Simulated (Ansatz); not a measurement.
SiC (zinc blende, space group No. 216), plane-wave PAW LDA (Ansatz code). The conduction-band minimum lies at X, with 3 equivalent valleys. Second derivatives d²E/dk² of the lowest band at one valley (eV·Å²), along Cartesian directions:

```
direction  d²E/dk²
---------  -------
[100]        11.28
[010]        33.76
[001]        33.76
[110]        22.52
[101]        22.52
[011]        33.72
```

Problem. Find the principal effective masses, the density-of-states mass and the conductivity mass.

Solution. Off-diagonal terms follow from H_xy = H[110] − (H_xx + H_yy)/2, and m*/mₑ = 7.620 eV·Å² over each eigenvalue: 0.23, 0.23, 0.68. One valley's DOS mass (m₁m₂m₃)^(1/3) = 0.33, conductivity mass 3/(Σ 1/mᵢ) = 0.29 mₑ.

Problem. What effective density of states Nc follows at 300 K for parabolic valleys?

Solution. Nc = 2.509e19 × 3 × (0.33)^(3/2) ≈ 1.4e19 cm⁻³.

Problem. With the computed static dielectric constant 10.3 (mean of the diagonal), estimate a hydrogenic donor's binding energy and radius.

Solution. E = 13.606 eV × 0.29/10.3² ≈ 37 meV; a = 0.529 Å × ε/m* ≈ 19 Å. Semilocal masses tend to be too small where the gap is.

Problem. With ε∞ = 6.93 and ω_LO = 973 cm⁻¹, what Fröhlich coupling constant follows?

Solution. α = (1/ε∞ − 1/ε0) √(m* × 13.606 eV/ħω_LO) = 0.27.

Space group F-43m (zinc blende). Symmetry was held in the LDA relaxation; phonons on a q-mesh show no instability.

Potentials: the later of the program's two PAW sets.
